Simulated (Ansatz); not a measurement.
HgF:
Space group I4/mmm (No. 139); a = 3.6362 Å, b = 3.6362 Å, c = 10.9856 Å, α = 90.00°, β = 90.00°, γ = 90.00°

```
atom  site  symmetry       x       y       z
----  ----  --------  ------  ------  ------
Hg      4e       4mm  0.0000  0.0000  0.1152
F       4e       4mm  0.0000  0.0000  0.3109
```
(The calculation used a cell of 4 atoms; values per cell refer to that cell.)

Relaxed with r²SCAN+D4. Plane-wave PAW r²SCAN+D4 (Ansatz code) gives a gap of 1.74 eV.

**Question.** What gap does HSE06 give on the same cell (Ansatz, PAW)?

**Answer.** 2.15 eV, 0.42 eV more. The hybrid was solved on a coarser mesh and at special points; the gap given is the minimum over both.

Cost on shared cores: the r²SCAN+D4 run (SCF on a 11×11×11 mesh, then bands and DOS) roughly 80 core-seconds, the HSE06 run (SCF on 8×8×8, then a few points) about 6 core-minutes (a rough figure); the tasks are unlike.

The first step of the workflow began from a Materials Project structure, measured or hypothetical; the Crystallography Open Database files this formula in space group No. 139, but the cells were not matched. Its standing as an ambient phase is unchecked. Symmetry was held in the r²SCAN+D4 relaxation; whether a distortion lowers the energy is not shown. Spin–orbit coupling is left out wherever it is not named.

Potentials: the later of the program's two PAW sets.
